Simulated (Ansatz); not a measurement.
Data:

Starting cell, TiSi2 (C49 type, space group Cmcm):

```yaml
crystal:
  lattice:
    - [1.77297, -6.78252, 0.00000]
    - [1.77297, 6.78252, 0.00000]
    - [0.00000, 0.00000, 3.57969]
  atoms:
    - { symbol: Si, position: [0.94084, 0.05916, 0.75000] }
    - { symbol: Si, position: [0.05916, 0.94084, 0.25000] }
    - { symbol: Si, position: [0.25028, 0.74972, 0.75000] }
    - { symbol: Si, position: [0.74972, 0.25028, 0.25000] }
    - { symbol: Ti, position: [0.60320, 0.39680, 0.75000] }
    - { symbol: Ti, position: [0.39680, 0.60320, 0.25000] }
```

In each cell atom 2 (Si, nearest neighbour Si at 2.404 Å; its periodic images, 3.5 Å or more away, move with it) moves by s·(0.000, 0.668, -0.744) (towards the nearest neighbour), the rest being held.

Method: PBE (plane waves to 420 eV, PAW, scalar-relativistic; Ansatz, an electronic-structure program). k mesh 11×11×11 (Γ-centred), Fermi-Dirac smearing 0.05 eV. E stands for the smeared free energy. With partly filled bands, energies and forces of such displacements shift with the k mesh and the smearing. The PAW data are Ansatz's earlier set. This is one of several known forms of TiSi2; the measured ambient cells at hand have space group No. 70. TiSi2 is run without spin polarisation. TiSi2 was relaxed with its symmetry unable to fall. The zero of ΔE is the undisplaced structure.

The scan covers s from -0.720 to 0.720 Å in 11 points.

Q: Is this a single well or a double well?

A: A single well with its minimum at or next to zero displacement.

Q: Is the energy the same for displacements of ±0.720 Å, and if not, which side lies higher?

A: Not even: the positive side lies higher at ±0.720 Å. With its periodic images moving along, the atom's site symmetry in this cell is mm2.

Q: What is the energy change at s = 0.720 Å?

A: 5768 meV/cell.

Q: What is the force constant k = d²E/ds² of this move at s = 0?

A: 11.0 eV/Å².

(A displaced cell: forces are minus the slopes of the energy, force constants its curvatures, and phonons follow from these.)
